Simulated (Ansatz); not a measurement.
C (diamond, Fd-3m), plane-wave PAW r²SCAN (Ansatz code). The conduction-band minimum lies on the Γ–X line, 72 % of the way from Γ, with 6 equivalent valleys. Second derivatives d²E/dk² of the lowest band at one valley (eV·Å²), along Cartesian directions:

```json
[
 {"direction": "[100]", "d²E/dk²": "4.882"},
 {"direction": "[010]", "d²E/dk²": "27.71"},
 {"direction": "[001]", "d²E/dk²": "27.71"},
 {"direction": "[110]", "d²E/dk²": "16.30"},
 {"direction": "[101]", "d²E/dk²": "16.30"},
 {"direction": "[011]", "d²E/dk²": "27.70"}
]
```

Q: Find the principal effective masses, the density-of-states mass and the conductivity mass.

A: Off-diagonal terms follow from H_xy = H[110] − (H_xx + H_yy)/2, and m*/mₑ = 7.620 eV·Å² over each eigenvalue: 0.27, 0.28, 1.6. One valley's DOS mass (m₁m₂m₃)^(1/3) = 0.49, conductivity mass 3/(Σ 1/mᵢ) = 0.38 mₑ.

Q: What effective density of states Nc follows at 300 K for parabolic valleys?

A: Nc = 2.509e19 × 6 × (0.49)^(3/2) ≈ 5.2e19 cm⁻³.

The cell was relaxed with r²SCAN under the symmetry of its start.

Potentials: the later of the program's two PAW sets.

Edges and masses are those of Kohn–Sham bands, whose gap is no quasiparticle gap.
